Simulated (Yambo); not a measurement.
Quantum ESPRESSO input (LDA, PseudoDojo standard norm-conserving files, scalar-relativistic) whose wavefunctions are converted with p2y:

```
&CONTROL
  calculation = 'nscf'
  pseudo_dir = './pseudo'
  outdir = './out'
/
&SYSTEM
  ibrav = 0
  nat = 3
  ntyp = 2
  ecutwfc = 82.3
  ecutrho = 329.2
  occupations = 'fixed'
  force_symmorphic = .true.
  nbnd = 191
/
&ELECTRONS
  conv_thr = 3.0000000000000004e-09
  diago_full_acc = .true.
  diago_thr_init = 1e-08
/
ATOMIC_SPECIES
K 39.0983 K.upf
Te 127.6000 Te.upf
CELL_PARAMETERS angstrom
  0.000000000000   3.960924733000   3.960924733000
  3.960924733000   0.000000000000   3.960924733000
  3.960924733000   3.960924733000   0.000000000000
ATOMIC_POSITIONS crystal
K   0.750000000000   0.750000000000   0.750000000000
K   0.250000000000   0.250000000000   0.250000000000
Te   0.000000000000   0.000000000000   0.000000000000
K_POINTS automatic
2 2 2 0 0 0
```

Yambo's initialisation report on symmetry, reciprocal space, the k grid and the gaps on this mesh:

```
  [02.02] Symmetries
  ==================

  Inversion symmetry    : yes
  Spatial inversion     : yes
  Inversion index       :  25
  K-space Time-reversal : no
  Magnetic symmetries   : no
  Group table correct   : yes
  Symmetries units      :  [cc]

  [02.03] Reciprocal space
  ========================

  nG shells         :   626
  nG charge         :   84667
  nG WFs            :  11895
  nC WFs            :  10657
  G-vecs. in first 62 shells:  [ Number ]
     1    9   15   27   51   59   65   89  113
    137   169   181   229   259   283   307   331   339
    387   411   459   531   537   561   609   645   701
    725   749   821   869   893   941   965  1037  1067
   1139  1211  1243  1291  1363  1411  1459  1471  1591
   1639  1687  1759  1807  1837  1893  1917  1989  2085
   2109  2133  2229  2277  2397  2421  2445  2565
  ...
  Shell energy in first 62 shells:  [ mHa ]
    0.00000      264.241      352.321      704.642      968.883      1056.96      1409.28      1673.53      1761.61
    2113.93      2378.17      2818.57      3082.81      3170.89      3523.21      3787.45      3875.53      4227.85
    4492.10      4580.18      4932.50      5196.74      5637.14      5901.38      5989.46      6341.78      6606.02
    6694.10      7046.42      7310.67      7398.75      7751.07      8015.31      8455.71      8719.95      8808.03
    9160.35      9424.59      9512.67      10129.2      10217.3      10569.6      10833.9      11274.3      11538.5
    11626.6      11978.9      12243.2      12331.2      12683.6      12947.8      13035.9      13388.2      13652.4
    14092.8      14357.1      14445.2      14797.5      15061.7      15149.8      15502.1      15766.4
  ...

  [02.04] K-grid lattice
  ======================

  Compatible Grid is   : 3D
  Base K vectors       :  K_min[ 1 ]  K_min[ 2 ]  K_min[ 3 ]
  K_min[ 1 ] :  0.500000  0.500000  0.500000 [rlu]
  K_min[ 2 ] : -0.500000  0.000000  0.000000 [rlu]
  K_min[ 3 ] :  0.000000 -0.500000  0.000000 [rlu]
  Grid dimensions      :  2  2  2
  K lattice UC volume  :  0.036969 [a.u.]

  IBZ K-points                                      :  3
  BZ  K-points                                      :   8

  K/Q-points units:
  rlu = crystal or reduced units; cc = cartesian coordinates; iku = interal k-units

  K [1]          [rlu]:  0.000000  0.000000  0.000000
         WF components:  10657
  K [2]          [rlu]:  0.000000  0.000000 -0.500000
         WF components:  10572
  K [3]          [rlu]:  0.000000 -0.500000 -0.500000
         WF components:  10574

  [02.05] Energies & Occupations
  ==============================

  [X] === General ===
  [X] Electronic Temperature                        :  0.000000  0.000000 [eV K]
  [X] Bosonic    Temperature                        :  0.000000  0.000000 [eV K]
  [X] Finite Temperature mode                       : no
  [X] El. density                                   :  0.27356E+24 [cm-3]
  [X] Fermi Level                                   :  2.969128 [eV]

  [X] === Gaps and Widths ===
  [X] Conduction Band Min                           :  2.155465 [eV]
  [X] Valence Band Max                              :  0.000000 [eV]
  [X] Filled Bands                                  :  17
  [X] Empty Bands                                   :   18  191
  [X] Direct Gap                                    :  2.252733 [eV]
  [X] Direct Gap localized at k                     :  1
  [X] Indirect Gap                                  :  2.155465 [eV]
  [X] Indirect Gap between kpts                     :  3  1
  [X] Last valence band width                       :  0.097268 [eV]
  [X] 1st conduction band width                     :  1.927660 [eV]
```
The gaps are LDA values on this mesh alone; only operations without fractional translations are kept.

Spin-orbit coupling is not included.

Geometry relaxed with LDA.
